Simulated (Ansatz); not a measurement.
Zr2AlC:
```
Zr2AlC
1.0
    3.28917     0.00000     0.00000
   -1.64458     2.84850     0.00000
    0.00000     0.00000    14.52089
Zr Al C
4 2 2
Direct
  0.33333   0.66667   0.08635
  0.66667   0.33333   0.91365
  0.66667   0.33333   0.58635
  0.33333   0.66667   0.41365
  0.33333   0.66667   0.75000
  0.66667   0.33333   0.25000
  0.00000   0.00000   0.00000
  0.00000   0.00000   0.50000
```

Relaxed with PBEsol. Special points in fractions of this cell's reciprocal vectors: Γ (0.000, 0.000, 0.000); M (0.500, 0.000, 0.000); K (0.333, 0.333, 0.000); A (0.000, 0.000, 0.500); L (0.500, 0.000, 0.500); H (0.333, 0.333, 0.500).

**Question.** List the band energies nearest the Fermi level at these points for plane-wave PAW PBEsol with spin–orbit coupling (Ansatz code).

**Answer.** In eV from the Fermi level; about four levels below and three above (degenerate sets whole), none deeper than 8.9 eV; points with the same levels are listed once.

```csv
k,below,above
Γ,-1.73 -1.73 -0.88 -0.88,0.37 0.37 0.95 0.95
M,-0.41 -0.41 -0.32 -0.32,2.19 2.19 2.88 2.88
K,-0.65 -0.65 -0.61 -0.61,0.01 0.01 1.15 1.15
A,-1.35 -1.35 -1.35 -1.35,0.72 0.72 0.72 0.72
L,-0.37 -0.37 -0.37 -0.37,2.61 2.61 2.61 2.61
H,-0.48 -0.48 -0.42 -0.42,0.52 0.52 0.56 0.56
```

Space group P6_3/mmc. The workflow started from a Materials Project entry (that database holds measured and hypothetical structures alike); the Crystallography Open Database copy checked does not list it. Its standing as an ambient phase is unchecked. The PBEsol relaxation kept the symmetry of its start; whether a distortion lowers the energy is not shown. The run is not spin-polarised.

Potentials: the later of the program's two PAW sets.
